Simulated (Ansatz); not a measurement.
# Zone-centre phonons of SiSnGe2: input and output

These are results of DFT PBE, scalar-relativistic, plane waves, PAW in Ansatz 0.2.0, not measurements.

Launched with:
```bash
ansatz run input.yaml --threads 2 --pin off --max-ram 7168MiB --backend cpu --events-out ev --progress --plain --runs-dir out
```

Input (bare energies are in eV):
```yaml
crystal:
  lattice:
    - [4.1601036748, 0.0, 0.0]
    - [0.0, 4.1601036748, 0.0]
    - [0.0, 0.0, 5.9408870441]
  atoms:
    - { symbol: Si, position: [0.0, 0.0, 0.0] }
    - { symbol: Sn, position: [0.5, 0.5, 0.5] }
    - { symbol: Ge, position: [0.5, 0.0, 0.7748254601] }
    - { symbol: Ge, position: [0.0, 0.5, 0.2251745399] }
basis:
  ecutwfc: 420
kpoints:
  mp_grid: { grid: [10, 10, 8] }
hamiltonian:
  xc: pbe
scf:
  occupations: { method: fermi_dirac, width: 0.15 }
output:
  eigenvalues: true
phonons:
  method: dfpt
  eigenvectors: true
```

The end of the output:
```
--- Phonons (Γ-DFPT): 7 representative perturbations + reference, on 180 of 800 k-points (Σ response iterations 22) ---
  k mesh reduced under 4 symmetry operations, with k and −k counted as one. Each operation leaves every solved displacement unchanged or reverses it
  ASR residual: 3.752e-5 → 0.000e0 eV/Å²; symmetrization residual: 9.018e-6 eV/Å²
  ASR residual per site (eV/Å²): 3.75e-5 1.88e-5 3.21e-5 3.21e-5
  Γ frequencies (cm⁻¹): 0.00 0.00 0.00 70.24 70.24 207.30 207.57 226.06 226.06 341.30 341.30 351.07
  non-analytic LO–TO correction: not included (Born effective charges unavailable; polar crystals: no LO–TO splitting at Γ)
```

The run took 3.5 min on 2 threads of Intel(R) Xeon(R) Processor @ 2.70GHz, on a shared host, peak memory 2 GiB.

The cell was built by swapping an element in a database structure (itself possibly hypothetical) and relaxing; it need not be the stable form of this composition. In a metal, frequencies and elastic constants depend on the k mesh and the smearing, soft modes and shear constants most.